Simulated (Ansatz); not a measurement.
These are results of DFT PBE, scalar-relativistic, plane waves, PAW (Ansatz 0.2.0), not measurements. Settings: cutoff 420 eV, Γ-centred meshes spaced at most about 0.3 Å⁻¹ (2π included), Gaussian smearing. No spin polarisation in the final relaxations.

These are static total energies at zero pressure.

Two relaxed structures of MgCd₃S₄:

A. Space group I4/mmm (No. 139), tetragonal, a = 5.436 Å, c = 10.896 Å. Mg is surrounded by 6 S at 2.63–2.72 Å; around Cd on a site of symmetry 4/mmm lie 6 S at 2.72–2.81 Å; around Cd on a site of symmetry -4m2 lie 6 S at 2.72 Å; S on a site of symmetry 4mm is surrounded by 1 Mg at 2.63 Å and 5 Cd at 2.72–2.81 Å; around S on a site of symmetry mmm lie 2 Mg at 2.72 Å and 4 Cd at 2.72 Å.

B. Space group Cmmm (No. 65), orthorhombic, a = 7.692 Å, b = 10.871 Å, c = 3.846 Å. Mg has 6 S at 2.67–2.68 Å; around Cd on a site of symmetry 2/m lie 6 S at 2.72 Å; around Cd on a site of symmetry mmm lie 6 S at 2.76–2.77 Å; S on a site of symmetry 2mm has 2 Mg at 2.67 Å and 4 Cd at 2.72–2.77 Å; S on a site of symmetry m2m has 1 Mg at 2.68 Å and 5 Cd at 2.72–2.76 Å.

Question: Which placement of the atoms is lower in energy, and by how much?

Answer: They are level within the accuracy (under 1 meV/atom apart). The two share one framework of sites and differ in which element sits where. A has Mg and Cd ordered on rock salt sites, space group I4/mmm (No. 139), 20.1 Å³/atom and a gap of 0.25 eV on its mesh; B has Mg and Cd ordered on rock salt sites, space group Cmmm (No. 65), 20.1 Å³/atom and a gap of 0.26 eV. Counting S atoms around Cd and Mg (those within 1.25 times the shortest such distance or 1.15 times the sum of covalent radii, 1.27 where that leaves under three), A and B both have Mg 6, Cd 6. Both come from invented guesses.

Kohn–Sham gaps at this level usually fall short of measured ones. Cells relaxed within their symmetry can be saddle points.
